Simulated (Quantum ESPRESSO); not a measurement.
# Mg in CaO: local NMR parameters

Host, cell and atoms relaxed with PBE and no dispersion term (shieldings by GIPAW with PBE in a modified build of Quantum ESPRESSO, on JTH PAW datasets, 22.5 Ha, k-mesh 5×5×5 shifted, f-sum rule met within 0.006 %):

```
site                   site symmetry  σ_iso (ppm)
---------------------  -------------  -----------
Ca (atoms 1, 3, 5, 7)           m-3m          963
O (atoms 2, 4, 6, 8)            m-3m         -151
```

Its cell: a = b = c = 4.8298 Å, α = β = γ = 90.00°.

Changed cell (atom 1 is the new one; 22.5 Ha, k-mesh 5×5×5 shifted):

```xyz
8
Lattice="4.7213 0.0000 0.0000 0.0000 4.7213 0.0000 0.0000 0.0000 4.7213" Properties=species:S:1:pos:R:3 pbc="T T T"
Mg     0.0000     0.0000     0.0000
O      2.3607     0.0000     0.0000
Ca     0.0000     2.3607     2.3607
O      2.3607     2.3607     2.3607
Ca     2.3607     0.0000     2.3607
O      0.0000     0.0000     2.3607
Ca     2.3607     2.3607     0.0000
O      0.0000     2.3607     0.0000
```
The cell was made here from a computed Materials Project entry: one of 4 Ca replaced by Mg, cell and atoms relaxed (PBE without dispersion, pw.x of Quantum ESPRESSO, symmetry kept). The parent is CaO in Fm-3m. The swapped cell is a model, not a known phase. Stability against distortions was not tested.

σ is an absolute shielding without the bulk-susceptibility term: within one crystal shift differences are minus those of σ, between compounds the missing term differs by several ppm. By our sweeps, such settings leave a few ppm in absolute σ. The datasets of Mg hold no d projectors, which limits absolute σ on these atoms. PBE places the empty d or f states of Ca too low, which is known to distort σ on and beside such ions.

Q: What do the sites of the changed cell show?

A: 
| site | distance to atom 1 (Å) | σ_iso (ppm) | change from the host | span Ω (ppm) |
|---|---|---|---|---|
| Mg (atom 1) | – | 556 | – | 0 |
| O1 (atoms 2, 6, 8) | 2.36 | -33 | +118 | 196 |
| Ca (atoms 3, 5, 7) | 3.34 | 936 | -26 | 25 |
| O2 (atom 4) | 4.09 | -160 | -9 | 0 |
Ω = σ33 − σ11 is nil on cubic sites and else less certain than σ_iso.
The swap repeats in every cell, so this is an ordered compound and not a dilute impurity.
